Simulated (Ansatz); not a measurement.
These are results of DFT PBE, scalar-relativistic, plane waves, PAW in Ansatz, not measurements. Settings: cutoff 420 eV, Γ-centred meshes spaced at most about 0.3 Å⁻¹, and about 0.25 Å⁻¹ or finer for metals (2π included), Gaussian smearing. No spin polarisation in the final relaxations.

Temperature and zero-point effects are left out.

Two forms of Al5H were relaxed alike.

1.

```cif
data_structure
_symmetry_space_group_name_H-M 'P-6m2'
_symmetry_Int_Tables_number 187
_cell_length_a 2.8541
_cell_length_b 2.8541
_cell_length_c 12.2897
_cell_angle_alpha 90.000
_cell_angle_beta 90.000
_cell_angle_gamma 120.000
_cell_volume 86.70
loop_
_atom_site_label
_atom_site_type_symbol
_atom_site_symmetry_multiplicity
_atom_site_Wyckoff_symbol
_atom_site_fract_x
_atom_site_fract_y
_atom_site_fract_z
_atom_site_occupancy
Al1 Al 2 h 0.33333 0.66667 0.88275 1
Al2 Al 2 g 0.00000 0.00000 0.69150 1
Al3 Al 1 d 0.33333 0.66667 0.50000 1
H1 H 1 a 0.00000 0.00000 0.00000 1
```

2.

```cif
data_structure
_symmetry_space_group_name_H-M 'P4mm'
_symmetry_Int_Tables_number 99
_cell_length_a 4.1008
_cell_length_b 4.1008
_cell_length_c 6.1052
_cell_angle_alpha 90.000
_cell_angle_beta 90.000
_cell_angle_gamma 90.000
_cell_volume 102.67
loop_
_atom_site_label
_atom_site_type_symbol
_atom_site_symmetry_multiplicity
_atom_site_Wyckoff_symbol
_atom_site_fract_x
_atom_site_fract_y
_atom_site_fract_z
_atom_site_occupancy
Al1 Al 2 c 0.50000 0.00000 0.70840 1
Al2 Al 1 a 0.00000 0.00000 0.42834 1
Al3 Al 2 c 0.50000 0.00000 0.14394 1
H1 H 1 b 0.50000 0.50000 0.14996 1
```

Task: Which would you expect to be lower, and how large is the difference?

Result: Cell 1 is lower, by 92 meV/atom. Cell 1 has space group P-6m2 (No. 187), 14.4 Å³/atom and no gap on its mesh; cell 2 has space group P4mm (No. 99), 17.1 Å³/atom and no gap. Counting Al atoms around H (those within 1.25 times the shortest such distance or 1.15 times the sum of covalent radii, 1.27 where that leaves under three; the shortest distance is added where it exceeds 1.18 times the sum of covalent radii), cell 1 has H 6 from 2.2 Å and cell 2 has H 4. The denser one is the lower, and pressure would at first widen the difference. Even the lower one lies +0.16 eV/atom against the reference forms of the elements (uncorrected), so neither is stable at this level. Both come from invented guesses.

With hydrogen, zero-point motion can shift such differences by 10 meV/atom or more. Cells relaxed within their symmetry can be saddle points.
